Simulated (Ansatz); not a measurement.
VN (NiAs type, P6_3/mmc) under volume change, HSE06 (plane waves, PAW; program Ansatz), shape and atoms relaxed at each volume.

```
V (Å³/atom)  E − E(relaxed) (meV/atom)  P (GPa)
-----------  -------------------------  -------
7.603                             90.9    42.10
7.854                             38.2    25.79
8.104                              9.0    11.86
8.355                              0.0    -0.03
8.606                              8.2   -10.19
8.856                             31.1   -18.87
9.107                             66.6   -26.26
```

What does a third-order Birch–Murnaghan fit give for V₀, B₀ and B′?

V₀ = 8.35 Å³/atom, B₀ = 366 GPa, B′ = 4.2.

A made-up cell: these elements were put on the sites of a structure type; the Crystallography Open Database copy checked does not list it. It is not the phase usual at ambient conditions (space group No. 225). Symmetry was held in the HSE06 relaxation; its stability against distortions is not shown here. The workflow began spin-polarised and lost its moments. The volume moved by -22 % from the start of the relaxation. The hybrid run found no gap, on a coarse k-mesh.

Potentials: the later of the program's two PAW sets.
